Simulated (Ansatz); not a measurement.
SnO$_{2}$:
```yaml
crystal:
  lattice:
    - [4.76850, 0.00000, 0.00000]
    - [0.00000, 4.76850, 0.00000]
    - [0.00000, 0.00000, 3.21143]
  atoms:
    - { symbol: Sn, position: [0.50000, 0.50000, 0.50000] }
    - { symbol: Sn, position: [0.00000, 0.00000, 0.00000] }
    - { symbol: O, position: [0.19371, 0.80629, 0.50000] }
    - { symbol: O, position: [0.80629, 0.19371, 0.50000] }
    - { symbol: O, position: [0.69371, 0.69371, 0.00000] }
    - { symbol: O, position: [0.30629, 0.30629, 0.00000] }
```

The program Ansatz at the PBEsol level (PAW) gives a gap of 0.92 eV without spin–orbit coupling, maximum at Γ, minimum at Γ.

### Question
What happens when spin–orbit coupling is switched on?

### Answer
The gap rises by 0.01 eV, to 0.93 eV; maximum at Γ, minimum at Γ.

### Question
Give the electron effective mass with spin–orbit coupling.

### Answer
0.17, 0.19, 0.19 mₑ (principal values).

### Question
Give the hole effective mass with spin–orbit coupling.

### Answer
1.3, 1.3, 1.7 mₑ (principal values).

Space group P4_2/mnm (rutile). The cell was relaxed with PBEsol under the symmetry of its start.

Potentials: the earlier of the program's two PAW sets.
